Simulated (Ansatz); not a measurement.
CsBr:
```
CsBr
1.0
    4.32371     0.00000     0.00000
    0.00000     4.32371     0.00000
    0.00000     0.00000     4.32371
Cs Br
1 1
Direct
  0.00000   0.00000   0.00000
  0.50000   0.50000   0.50000
```

DFT-r²SCAN in the program Ansatz with PAW potentials gives a gap of 5.19 eV without spin–orbit coupling, maximum at M, minimum at Γ.

Question: What happens when spin–orbit coupling is switched on?

Answer: The gap shrinks by 0.17 eV, to 5.02 eV; maximum at Γ, minimum at Γ.

Question: Give the electron effective mass with spin–orbit coupling.

Answer: 0.32 mₑ (isotropic).

Question: Give the hole effective mass with spin–orbit coupling, band 1 of 2 at the edge.

Answer: 4.1 along [100], 2.7 along [110], 2.3 along [111] (mₑ).

Question: Give the hole effective mass with spin–orbit coupling, band 2 of 2 at the edge.

Answer: 0.66 along [100], 0.72 along [110], 0.75 along [111] (mₑ).

Space group Pm-3m (CsCl type). Symmetry was held in the r²SCAN relaxation.

Potentials: the later of the program's two PAW sets.
